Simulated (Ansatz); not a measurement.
WS2:
```
CELL_PARAMETERS angstrom
      5.94071     0.00000     0.00000
      0.00000     5.89843     0.00000
      0.00000     0.00000     5.83896
ATOMIC_POSITIONS crystal
  W  0.06453 0.26595 0.24012
  W  0.93547 0.73405 0.74012
  W  0.43547 0.26595 0.74012
  W  0.56453 0.73405 0.24012
  S  0.38679 0.07642 0.38243
  S  0.61321 0.92358 0.88243
  S  0.11321 0.07642 0.88243
  S  0.88679 0.92358 0.38243
  S  0.76859 0.44371 0.49045
  S  0.23141 0.55629 0.99045
  S  0.73141 0.44371 0.99045
  S  0.26859 0.55629 0.49045
```

Relaxed with PBE. Special points in fractions of this cell's reciprocal vectors: Γ (0.000, 0.000, 0.000); X (0.500, 0.000, 0.000); S (0.500, 0.500, 0.000); Y (0.000, 0.500, 0.000); Z (0.000, 0.000, 0.500); U (0.500, 0.000, 0.500); R (0.500, 0.500, 0.500); T (0.000, 0.500, 0.500).

Q: List the band energies nearest the Fermi level at these points for the program Ansatz at the PBE level (PAW).

A: In eV from the Fermi level; about four levels below and three above (degenerate sets whole), none deeper than 8.9 eV; points with the same levels are listed once.

| k | below | above |
|---|---|---|
| Γ | -0.86 -0.78 -0.77 -0.36 | 0.02 0.64 0.92 |
| X | -1.68 -1.68 -0.71 -0.71 | 0.03 0.03 0.30 0.30 |
| S | -0.66 -0.66 -0.22 -0.22 | 0.34 0.34 0.56 0.56 |
| Y | -0.86 -0.73 -0.50 -0.23 | 0.38 0.39 0.73 |
| Z | -0.84 -0.84 -0.63 -0.63 | 0.23 0.23 0.75 0.75 |
| U | -0.38 -0.38 -0.38 -0.38 | 0.72 0.72 0.72 0.72 |
| R | -0.98 -0.98 -0.98 -0.98 | 0.49 0.49 0.49 0.49 |
| T | -0.76 -0.76 -0.51 -0.51 | 0.50 0.50 0.90 0.90 |

Space group Pca2_1. The start of the workflow was typed in or built on a structure type; neither database checked (COD, Materials Project) lists it. It is not the phase usual at ambient conditions (space group No. 194). The cell was relaxed with PBE under the symmetry of its start; its stability against distortions is not shown here. The workflow began spin-polarised and lost its moments. Scalar-relativistic: spin–orbit coupling is off unless named, which matters more the heavier the elements.

Potentials: the earlier of the program's two PAW sets.
